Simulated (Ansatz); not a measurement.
Polymorphs of SnO, each relaxed with the program Ansatz at the r²SCAN level (PAW):

A: P-6m2, a = b = 3.3092 Å, c = 3.2948 Å, α = β = 90.00°, γ = 120.00°

B: zinc blende (F-43m), a = b = c = 5.410 Å, α = β = γ = 90.00°

C: CsCl type (Pm-3m), a = 3.102 Å, b = 3.102 Å, c = 3.102 Å, α = 90.00°, β = 90.00°, γ = 90.00°

D: P4_2/mmc, a = 3.1966 Å, b = 3.1966 Å, c = 6.2511 Å, α = 90.00°, β = 90.00°, γ = 90.00°

**Question.** Order them by energy per atom at 0 K (lowest first) at the level r²SCAN.

**Answer.** D (+0 meV/atom), B (+301 meV/atom), A (+372 meV/atom), C (+612 meV/atom)

Constructed cells (a structure type filled with these elements, in neither database checked): A; C; D. Typed or built starts, not in the databases checked: B. Not the usual ambient phase: A; B; C; D. Unstable at this level: B; C. All cells were relaxed under the symmetry of their starts (and spin orders); stability against distortions was not tested throughout. Scalar-relativistic: spin–orbit coupling is off unless named, which matters more the heavier the elements.

Energies hold the estimated change up to a 700 eV cutoff; steps of a few meV lie near the error of the meshes.

Potentials: the later of the program's two PAW sets.
